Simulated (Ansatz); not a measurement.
Fe: phonons

Fe in a ferromagnetic state, relaxed with PBE.

```
CELL_PARAMETERS angstrom
-1.41451 1.41451 1.41451
1.41451 -1.41451 1.41451
1.41451 1.41451 -1.41451
ATOMIC_POSITIONS crystal
Fe 0.00000 0.00000 0.00000
```

Computed with Ansatz (plane-wave DFT, scalar-relativistic): PBE; Ansatz generated PAW at 420 eV; k mesh 8×8×8; Fermi–Dirac smearing of 0.1 eV; collinear spin from start moments 2.2 μB (atoms as listed). Harmonic phonons by finite displacements in cells commensurate with each q, in cm⁻¹; i marks an unstable mode.

Caveats: coarse k mesh.

Problem. Give all 3 branches at q = (0.5, -0.5, 0.5) and q = (0, 0, 0.5) (reciprocal cell vectors).

Solution. q = (0.5, -0.5, 0.5): 275 (×3). q = (0, 0, 0.5): 181, 206, 309.

Time of the run on a server CPU (model not recorded), shared host: about 29 s of wall time (1.2 cores busy on average), 0.37 GiB of host memory.
